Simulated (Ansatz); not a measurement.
Level of theory: Ansatz, DFT PBE, scalar-relativistic, plane waves, PAW. All cells share a 420 eV cutoff and Γ-centred k meshes spaced at most about 0.3 Å⁻¹ (about 0.25 or finer for metals, 2π included). No spin polarisation in the final relaxations.

Temperature and zero-point effects are left out. All come from trial cells, and lower structures may exist. Only a and b repeat, and vacuum parts each sheet from its images along c.

Question: Which of these relaxed structures of B is the lowest in energy?
1.

```xyz
2
Lattice="2.9171 0.0000 0.0000 -1.4585 2.5263 0.0000 0.0000 0.0000 23.9751" Properties=species:S:1:pos:R:3 pbc="T T F"
B     1.4585    0.8421    7.5000
B     0.0000    1.6842    7.5000
```

2.

```xyz
3
Lattice="2.9327 -0.4198 0.0000 -1.1028 2.7497 0.0000 0.0000 0.0000 23.8000" Properties=species:S:1:pos:R:3 pbc="T T F"
B     2.0540    0.2703    7.0000
B     0.7088    1.3268    7.0000
B    -0.6363    2.3833    7.0000
```

3.

```xyz
2
Lattice="1.8231 0.0000 0.0000 0.0000 1.8231 0.0000 0.0000 0.0000 27.1244" Properties=species:S:1:pos:R:3 pbc="T T F"
B     0.9116    0.9116    7.1252
B     0.9116    0.9116    8.8748
```

Answer: 2. It has layer group p6/mmm (No. 80); the next, 3, with layer group p4/mmm (No. 61), lies 0.47 eV/atom higher. Counting all near atoms (those within 1.25 times the shortest such distance or 1.15 times the sum of covalent radii, 1.27 where that leaves under three), the lowest has B 6 and the next has B 5.

Cells relaxed within their symmetry can be saddle points. Some types were kept out of the candidates beforehand, so the set may lack a known form.
